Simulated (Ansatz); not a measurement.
A: PbSe (rock salt), a = b = c = 6.102 Å, α = β = γ = 90.00°
B: HfO$_{2}$ (fluorite), a = 5.0445 Å, b = 5.0445 Å, c = 5.0445 Å, α = 90.00°, β = 90.00°, γ = 90.00°
C: KTaO3 (cubic perovskite), a = b = c = 3.984 Å, α = β = γ = 90.00°

Scan: energy against volume (even scaling of the relaxed cell, symmetry kept). One method and one kind of scan serve all of them; meshes and ranges differ. All were relaxed with their symmetry unable to fall. HfO2 is run without spin polarisation. KTaO3 is run without spin polarisation. Spin-orbit coupling is left out. The PAW data are Ansatz's earlier set. This is a high-temperature form of HfO2.

Task: Rank these by bulk modulus (fitted) (lowest first), as PBEsol (plane waves to 420 eV, PAW, scalar-relativistic; Ansatz, a first-principles code) gives it.

Result: A (53.4 GPa), C (204 GPa), B (264 GPa)

(A scan under strain: stresses follow from slopes of the energy per volume, elastic moduli from its curvatures.)
